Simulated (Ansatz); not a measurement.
Data:

GaAs:
```xyz
2
Lattice="0.0000 2.6521 2.6521 2.6521 0.0000 2.6521 2.6521 2.6521 0.0000" Properties=species:S:1:pos:R:3 pbc="T T T"
As     0.0000     0.0000     0.0000
Ga     2.6521     2.6521     2.6521
```

This is the PBEsol-relaxed structure.

Problem. All from the program Ansatz at the PBEsol level (PAW), unless another level is named. Give the formation energy from the elements (no fitted shifts).

Solution. -0.046 eV/atom.

Problem. Predict the density of states at the Fermi level.

Solution. 0.52 states/eV per atom (mean over ±0.08 eV).

Problem. Predict the gap with spin–orbit coupling.

Solution. none (metallic).

Space group Fm-3m (rock salt). The start of the workflow was typed in or built on a structure type; neither database checked (COD, Materials Project) lists it. It is not the phase usual at ambient conditions (space group No. 216). The cell was relaxed with PBEsol under the symmetry of its start; whether a distortion lowers the energy is not shown. The references are the lowest solids computed at this level, not always the standard phases. Spin–orbit coupling is left out wherever it is not named.

Potentials: the earlier of the program's two PAW sets. The files were generated under PBE; for other functionals the program regenerates the frozen cores, and for LDA and PBEsol the local potential too.
